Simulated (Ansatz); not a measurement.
AlV2C in space group P6_3/mmc (No. 194; Al on 2c, V on 4f, C on 2a), plane-wave PAW PBEsol (Ansatz code), all energies at zero smearing, with the estimated change up to a 700 eV cutoff added, with one set of potentials and settings (totals compare only within such a set). Cell of 8 atoms (2 Al, 4 V, 2 C): -13088.260 eV.

```
element                reference phase  E (eV/atom)
-------  -----------------------------  -----------
Al          Fm-3m, 1 atoms in the cell    -524.5512
V           Im-3m, 1 atoms in the cell   -2885.2974
C        P6_3/mmc, 4 atoms in the cell    -246.6953
```

Formation energy per atom, worked out: (-13088.260 − 2×(-524.5512) − 4×(-2885.2974) − 2×(-246.6953))/8 = -0.572 eV/atom (-55 kJ per mol of atoms), at 0 K, without zero-point energy or fitted corrections.

The cell was relaxed with PBEsol under the symmetry of its start. No spin polarisation was allowed. The references are the lowest solids computed at this level, not always the standard phases.

Potentials: the earlier of the program's two PAW sets. The files were generated under PBE; for other functionals the program regenerates the frozen cores, and for LDA and PBEsol the local potential too.
